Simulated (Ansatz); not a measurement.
Trial structure of Zr₂TeSe, not yet relaxed:

```
CELL_PARAMETERS angstrom
4.05695 0.00000 0.00000
-2.02848 3.51343 0.00000
0.00000 0.00000 5.58382
ATOMIC_POSITIONS crystal
Zr 0.66667 0.33333 0.23634
Zr 0.66667 0.33333 0.76366
Te 0.00000 0.00000 0.50000
Se 0.33333 0.66667 0.00000
```

All numbers below come from DFT PBE, scalar-relativistic, plane waves, PAW in Ansatz. Settings: cutoff 420 eV, Γ-centred mesh 6×6×4 on the computed 4-atom cell, Gaussian smearing of 0.10 eV; no spin polarisation.

Energies over the elements count from the elements' standard structures at the same level, with no fitted energy shifts.

**Question.** What does a single point on this coarse mesh give?

**Answer.** The pressure is 27.1 GPa (the mean over three directions, positive in compression), the largest force is 0.36 eV/Å, and the energy is −0.44 eV/atom against the elements. The shortest distance is 2.64 Å.

**Question.** Is it a good guess?

**Answer.** A rough one: relaxing gains about 0.62 eV/atom (the start's value is from the coarse mesh, so the gain is rough) in 19 ionic steps and ends at −1.06 eV/atom on the finer mesh. The symmetry stays P-6m2 (No. 187). The volume per atom grows by 10.6 %, from 19.9 to 22.0 Å³. The shortest distance goes from 2.64 Å (Zr–Zr) to 2.77 Å (Zr–Se). The ratio c/a of the conventional cell changes by a factor of 1.54. Conventional cell: a = 3.630 Å, c = 7.712 Å. Around Zr lie 3 Se at 2.77 Å and 3 Te at 2.93 Å; Te has 6 Zr at 2.93 Å; Se has 6 Zr at 2.77 Å.

The last run used a 12×12×6 mesh (in the run's order of axes) for its 4-atom cell and Gaussian smearing of 0.10 eV. These runs have no spin–orbit coupling, which can matter for Te. The reference forms of Se and Te are held partly by dispersion forces, which this level lacks. The relaxation can't lower the symmetry of the start, and the grade says only how near the guess is to its own end. Symmetry constrained the relaxation, so the result can be a saddle point.
